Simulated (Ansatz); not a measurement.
Here is the system:

GaN:
```cif
data_Ga2N2
_chemical_formula_sum 'Ga2 N2'
_space_group_name_H-M_alt 'P 1'
_space_group_IT_number 1
_cell_length_a 3.21853
_cell_length_b 3.21853
_cell_length_c 5.24321
_cell_angle_alpha 90.000
_cell_angle_beta 90.000
_cell_angle_gamma 120.000
loop_
_space_group_symop_operation_xyz
  'x, y, z'
loop_
_atom_site_label
_atom_site_type_symbol
_atom_site_fract_x
_atom_site_fract_y
_atom_site_fract_z
_atom_site_occupancy
Ga1 Ga 0.66667 0.33333 0.49912 1
Ga2 Ga 0.33333 0.66667 0.99912 1
N1 N 0.66667 0.33333 0.87588 1
N2 N 0.33333 0.66667 0.37588 1
```

This is the PBE-relaxed structure.

Task: All from DFT-PBE in the program Ansatz with PAW potentials, unless another level is named. Estimate the band gap.

Result: 1.71 eV (direct).

Task: Predict the formation energy from the elements (no fitted shifts).

Result: -0.43 eV/atom.

Task: And the valence-band maximum?

Result: at Γ.

Space group P6_3mc (wurtzite). The cell was relaxed with PBE under the symmetry of its start. The references are the lowest solids computed at this level, not always the standard phases (solids in place of the gases). Spin–orbit coupling is left out wherever it is not named.

Potentials: the earlier of the program's two PAW sets.
